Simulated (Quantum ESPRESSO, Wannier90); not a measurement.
## Wannierisation of MgTe (wurtzite)

```xyz
4
Lattice="4.5902 0.0000 0.0000 -2.2951 3.9752 0.0000 0.0000 0.0000 7.4378" Properties=species:S:1:pos:R:3 pbc="T T T"
Mg     2.2951    -1.3251    -0.0298
Mg    -2.2951     1.3251     3.6891
Te     2.2951    -1.3251     2.7818
Te    -2.2951     1.3251    -0.9371
```

Structure: Materials Project mp-1039, symmetrised, not relaxed again. COD (Crystallography Open Database) has an entry of this formula and space group (matched by these alone). Method: PBEsol plane waves in Quantum ESPRESSO 7.5 (PseudoDojo norm-conserving files, 68 Ry, no spin polarisation, no spin-orbit coupling), Bloch states on a 4×4×4 mesh through Γ, Wannier90 4.0.1. Density: 12×12×4 mesh, cold smearing 0.01 Ry. Spin-orbit coupling is left out although heavy elements are present.

Functional, cutoff and mesh named above are those of the base row (4×4×4); the first column says what each row takes instead. Model: 8 functions from bands 19-26, start SCDM (isolated) (the valence bands). Energies are relative to the valence-band maximum; the misfit is to pw.x on a path, for all bands of the set. Only the mesh of Bloch states changes. Ω_total can sit in another minimum from row to row; Ω_I of an isolated set cannot.

```tsv
mesh	Ω_I (Å²)	Ω_total (Å²)	rms misfit (meV)	k-points (cost)	rough cost of nscf and overlaps (first row = 1)
2×2×2	11.09	13.10	172	8	1.0
3×3×3	13.00	15.05	66	27	2.5
4×4×4	…	16.08	18	64	7
5×5×5	14.62	16.62	13	125	20
```

Problem. What belongs in the gaps?

Solution. 
- 4×4×4, Ω_I (Å²): 14.04
